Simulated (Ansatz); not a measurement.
InP:
```yaml
crystal:
  lattice:
    - [7.17436, 0.00000, 0.00000]
    - [0.00000, 7.17436, 0.00000]
    - [0.00000, 0.00000, 4.16300]
  atoms:
    - { symbol: In, position: [0.32181, 0.67819, 0.00000] }
    - { symbol: In, position: [0.67819, 0.32181, 0.00000] }
    - { symbol: In, position: [0.82181, 0.82181, 0.50000] }
    - { symbol: In, position: [0.17819, 0.17819, 0.50000] }
    - { symbol: P, position: [0.31929, 0.31929, 0.00000] }
    - { symbol: P, position: [0.68071, 0.68071, 0.00000] }
    - { symbol: P, position: [0.18071, 0.81929, 0.50000] }
    - { symbol: P, position: [0.81929, 0.18071, 0.50000] }
```

Relaxed with PBEsol. Special points in fractions of this cell's reciprocal vectors: Γ (0.000, 0.000, 0.000); X (0.000, 0.500, 0.000); M (0.500, 0.500, 0.000); Z (0.000, 0.000, 0.500); R (0.000, 0.500, 0.500); A (0.500, 0.500, 0.500).

Task: List the band energies nearest the valence-band maximum at these points for DFT-PBEsol with spin–orbit coupling in the program Ansatz with PAW potentials.

Result: In eV from the valence-band maximum; about four levels below and three above (degenerate sets whole), none deeper than 8.9 eV; points with the same levels are listed once.

| k | below | above |
|---|---|---|
| Γ | -0.03 -0.03 0.00 0.00 | 0.69 0.69 1.53 1.53 |
| X | -0.57 -0.57 -0.57 -0.57 | 1.99 1.99 1.99 1.99 |
| M | -1.06 -1.06 -1.06 -1.06 | 2.00 2.00 2.00 2.00 |
| Z | -1.76 -1.76 -1.76 -1.76 | 2.57 2.57 2.57 2.57 |
| R | -1.04 -1.04 -1.02 -1.02 | 2.06 2.06 2.08 2.08 |
| A | -1.39 -1.39 -1.39 -1.39 | 1.23 1.23 1.23 1.23 |

Space group P4_2/mnm. The start of the workflow was typed in or built on a structure type; neither database checked (COD, Materials Project) lists it. It is not the phase usual at ambient conditions (space group No. 216). The cell was relaxed with PBEsol under the symmetry of its start; of distortions, only those at the zone centre were tested. The volume moved by 20 % from the start of the relaxation.

Potentials: the later of the program's two PAW sets.
